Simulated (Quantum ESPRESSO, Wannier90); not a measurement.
**Wannier functions of GaP (zinc blende)**

```xyz
2
Lattice="0.0000 2.7258 2.7258 2.7258 0.0000 2.7258 2.7258 2.7258 0.0000" Properties=species:S:1:pos:R:3 pbc="T T T"
Ga     0.0000     0.0000     0.0000
P     -1.3629    -1.3629    -1.3629
```

Cell from Materials Project (mp-2490), symmetrised, no further relaxation. COD (Crystallography Open Database) has an entry of this formula and space group (matched by these alone). Method: LDA plane waves in Quantum ESPRESSO 7.5 (PseudoDojo norm-conserving files, 64 Ry, no spin polarisation, no spin-orbit coupling), Bloch states on a 10×10×10 mesh through Γ, Wannier90 4.0.1. Density: 10×10×10 mesh, cold smearing 0.01 Ry.

Valence charges of the files: Ga 13, P 5. 20 bands were computed.

Isolated groups of bands, relative to the valence-band maximum (bands from 10 on overlap up to the last one computed):

```tsv
bands	from (eV)	to (eV)	filling	weight on atomic waves
1–5	-14.82	-14.58	filled	Ga 3d 99 %
6	-12.51	-9.42	filled	P 3s 53 %, Ga 4p 25 %, Ga 4s 15 %
7–9	-6.85	0.00	filled	P 3p 60 %, Ga 4p 23 %, Ga 4s 12 %
```

Wanted is a model with the orbitals Ga s p, P s p, without the filled groups that are mainly made of other shells (semicore states, and anion s where it isn't named); all higher bands stay in for disentanglement.

Question: Give num_wann, exclude_bands and num_bands, and the number of electrons that the model holds.

Answer: Electrons: 1×13 + 1×5 = 18, which fill 9 bands.
num_wann = 1×4 + 1×4 = 8.
exclude_bands = 1-5, 5 bands, so num_bands = 20 − 5 = 15.
The model holds 18 − 2×5 = 8 electrons. With the window frozen to 2.95 eV it follows pw.x to 8.0 meV rms (states up to 2.5 eV relative to the valence-band maximum).
